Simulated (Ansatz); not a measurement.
A geometry of SiO2 away from equilibrium: step 8 of the relaxation of a generated trial cell of SiO2 in the 3R-MoS2 structure type. All values below come from PBE (plane waves to 420 eV, PAW, scalar-relativistic; Ansatz, a program for electronic structure). Γ-centred k-mesh 11×11×11 on the run's cell (coarser than for final values), Fermi–Dirac smearing 0.05 eV.

```xyz
3
Lattice="1.3019 0.7516 4.8683 -1.3019 0.7516 4.8683 0.0000 -1.5033 4.8683" Properties=species:S:1:pos:R:3:forces:R:3 pbc="T T T" free_energy=-1770.842 pressure_GPa=5.1
Si     0.0000     0.0000    -0.0002    0.0000    0.0000   -0.0001
O      0.0000     0.0000    10.8204    0.0000    0.0000    0.0042
O      0.0000     0.0000     8.6524    0.0000    0.0000   -0.0041
```

Positions in Å, forces in eV/Å, free energy of the cell in eV (comparable only within this code, potentials and settings). Largest force: all forces are below 0.005 eV/Å; the geometry lies 0.02 eV/atom above the end of its relaxation.

No spin polarisation in the result. No dispersion correction is included, so spacings between layers, chains or molecules are soft and tend to come out too large.

The run could not lose the symmetry of its start, so the end can be a saddle point.

The end of the path is a generated cell of SiO2: the first start was made by placing the elements on the sites of a structure type, and the end was not matched to a known phase here, so it may be hypothetical. Known forms of SiO2 include space group No. 92, 136, 152, 154.
